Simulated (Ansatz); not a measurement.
LaHg₂: all-electron results

```yaml
crystal:
  lattice:
    - [4.96000, 0.00000, 0.00000]
    - [-2.48000, 4.29549, 0.00000]
    - [0.00000, 0.00000, 3.65000]
  atoms:
    - { symbol: La, position: [0.00000, 0.00000, 0.00000] }
    - { symbol: Hg, position: [0.33333, 0.66667, 0.45000] }
    - { symbol: Hg, position: [0.66667, 0.33333, 0.55000] }
```

Atom numbers follow the list: La1, Hg2, Hg3.

The cell is COD entry 1538192, as deposited and not checked against the literature; nothing was relaxed.

Spin–orbit coupling is left out, though it moves levels of the heavy atoms by tenths of an eV or more.

Methods: DFT, PBEsol, all-electron LAPW, scalar-relativistic (Ansatz 0.2.0); DFT, PBEsol, PAW with Ansatz's default frozen-core files, scalar-relativistic (Ansatz 0.2.0).

For LAPW: a Γ-centred 10×10×11 k mesh, Fermi–Dirac smearing of 0.03 eV, basis error target 0.5 meV/atom, no spin polarisation. PAW takes a cutoff of 420 eV at this cell (files made with PBE, cores remade for this functional). The Ansatz runs share mesh, smearing and spin set-up. Values come from LAPW unless marked.

```json
{
  "Stress xx, yy, zz (compression positive)": "-0.31, -0.31, -1.63 GPa",
  "Pressure at this cell": "-0.75 GPa",
  "Band gap": "none: with an odd electron count and no spin polarisation the bands can't all be full, a metal in this set-up (in compounds, spin order or a distortion in a larger cell can open a gap)",
  "Largest force": "0.288 eV/Å on Hg3",
  "Bader charges (from the PAW run)": "La1 +1.36, Hg2 -0.68 e",
  "Volume per atom": "25.92 Å³"
}
```

Task: Give the computed value. Löwdin charges (with 0.78 e of the cell spilling out of the atomic basis, so their sizes and signs hang on that basis).

Result: La1 -0.82, Hg2 0.80 e.

Task: Predict this quantity. Density of states at the Fermi level (0.2 eV bin).

Result: 2.71 states/eV per cell.
